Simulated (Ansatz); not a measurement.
CuI (wurtzite)

```
CuI
1.0
    4.18654     0.00000     0.00000
   -2.09327     3.62565     0.00000
    0.00000     0.00000     6.89725
Cu I
2 2
Cartesian
  2.09327   1.20855   6.02622
  0.00000   2.41710   2.57760
  2.09327   1.20855   3.45749
  0.00000   2.41710   0.00887
```

The slice is a (1 -1 0 0) plane (indices of the conventional cell) through the point (0.667, 0.333, 0.501) (fractional), spanned by u = [110] and v = [001] in vectors of this cell: u (4.19 Å) and v (6.90 Å, at 90° to u). It covers one period; positions are fractions (u, v).

The numbers are results of PBEsol (plane waves to 420 eV, PAW, scalar-relativistic; Ansatz, a first-principles code), not measurements. k mesh 9×9×5. These are valence fields of a PAW run, semicore shells included where kept as valence: close to a nucleus they are smooth pseudo fields. CuI is run without spin polarisation. CuI was relaxed with its symmetry unable to fall. Spin-orbit coupling is left out, though I is heavy. The PAW data are Ansatz's earlier set. This is one of several known forms of CuI; the measured ambient cells at hand have space group No. 156 or 216.

Three fields on this plane, each scaled to ten steps between its own extremes (0 low, 9 high; the total valence density on a logarithmic scale, the potential cut 8 eV below its top; x marks points blanked near nuclei; v = 0 in the bottom row):

Map A
```
|xxx9755579xx|
|xxx8655568xx|
|987655555678|
|665444444456|
|332233333223|
|001123332110|
|011234443211|
|223355655332|
|554567776545|
|xx767787767x|
|xxx7777777xx|
|xxx7666667xx|
|xxx7554557xx|
|xxx6432346xx|
|xx743111347x|
|876420002467|
|998631013689|
|xxx7521257xx|
|xxx8633368xx|
|xxx9744479xx|
```

Map B
```
|xxx8311138xx|
|xxx5223225xx|
|775323432357|
|322112321122|
|000001110000|
|000000000000|
|000001110000|
|100123332100|
|421135653112|
|xx213686312x|
|xxx1367631xx|
|xxx3244423xx|
|xxx5222225xx|
|xxx4110114xx|
|xx310000013x|
|011100000111|
|554200000245|
|xxx5200025xx|
|xxx8310138xx|
|xxx9310139xx|
```

Map C
```
|xxx9722279xx|
|xxx9522259xx|
|999732223799|
|886322222368|
|221111211112|
|000012221000|
|000135653100|
|111368986311|
|222489998422|
|xx248999842x|
|xxx2799972xx|
|xxx2588852xx|
|xxx2356532xx|
|xxx2222222xx|
|xx221000122x|
|555310001355|
|999730003799|
|xxx9610169xx|
|xxx9821289xx|
|xxx9831389xx|
```

Q: Assign the maps to these fields: density of the highest valence band (whole band, smooth part); electron localisation function (ELF); valence electron density.

A: A is the valence electron density; B is the density of the highest valence band (whole band, smooth part); C is the electron localisation function (ELF).
